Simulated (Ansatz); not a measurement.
### Question
Sn (simple hexagonal, P6/mmm) is relaxed with plane-wave PAW PBEsol (Ansatz code). What lattice parameters of the conventional cell result?

### Answer
a = 3.208 Å, c = 3.016 Å.

The start of the workflow was typed in or built on a structure type; neither database checked (COD, Materials Project) lists it. It is not the phase usual at ambient conditions (space group No. 141). The cell was relaxed with PBEsol under the symmetry of its start; its stability against distortions is not shown here. Axis ratios of metals converge slowly with the k-mesh, so a and c are less sure than the volume. Scalar-relativistic: spin–orbit coupling is off unless named, which matters more the heavier the elements.

Potentials: the later of the program's two PAW sets.
